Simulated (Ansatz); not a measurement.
Ta₂Cd₂O₇:
```xyz
22
Lattice="0.0000 5.1955 5.1955 5.1955 0.0000 5.1955 5.1955 5.1955 0.0000" Properties=species:S:1:pos:R:3 pbc="T T T"
Ta     6.4944     6.4944     6.4944
Ta     6.4944     3.8966     3.8966
Ta     3.8966     3.8966     6.4944
Ta     3.8966     6.4944     3.8966
Cd     1.2989     1.2989     1.2989
Cd     1.2989     3.8966     3.8966
Cd     3.8966     3.8966     1.2989
Cd     3.8966     1.2989     3.8966
O      7.7933     7.7933     5.7886
O      5.1955     5.1955     3.1909
O      7.7933     7.7933     9.7979
O      5.1955     5.1955     7.2002
O      5.7886     7.7933     7.7933
O      3.1909     5.1955     5.1955
O      9.7979     7.7933     7.7933
O      7.2002     5.1955     5.1955
O      7.7933     5.7886     7.7933
O      5.1955     3.1909     5.1955
O      7.7933     9.7979     7.7933
O      5.1955     7.2002     5.1955
O      2.5978     2.5978     2.5978
O      0.0000     0.0000     0.0000
```

Relaxed with r²SCAN. Special points in fractions of this cell's reciprocal vectors: Γ (0.000, 0.000, 0.000); X (0.500, 0.000, 0.500); U (0.625, 0.250, 0.625); K (0.375, 0.375, 0.750); L (0.500, 0.500, 0.500); W (0.500, 0.250, 0.750).

List the band energies nearest the valence-band maximum at these points for DFT-r²SCAN in the program Ansatz with PAW potentials.

In eV from the valence-band maximum; about four levels below and three above (degenerate sets whole), none deeper than 8.9 eV; points with the same levels are listed once.

| k | below | above |
|---|---|---|
| Γ | -0.49 -0.49 -0.49 -0.43 -0.43 -0.43 | 2.65 4.25 4.25 |
| X | -0.24 -0.24 -0.14 -0.14 | 4.36 4.36 4.61 4.61 |
| U | -0.29 -0.27 -0.25 -0.18 | 4.10 4.40 4.51 |
| L | -0.43 -0.43 -0.29 0.00 0.00 | 4.11 4.53 4.53 |
| W | -0.37 -0.37 -0.17 -0.17 | 4.23 4.23 4.44 4.44 |

Space group Fd-3m. The first step of the workflow began from a Materials Project structure, measured or hypothetical; the Crystallography Open Database files this formula in space group No. 227, but the cells were not matched. Its standing as an ambient phase is unchecked. The r²SCAN relaxation kept the symmetry of its start; its stability against distortions is not shown here. The run is not spin-polarised. Spin–orbit coupling is left out wherever it is not named.

Potentials: the later of the program's two PAW sets.
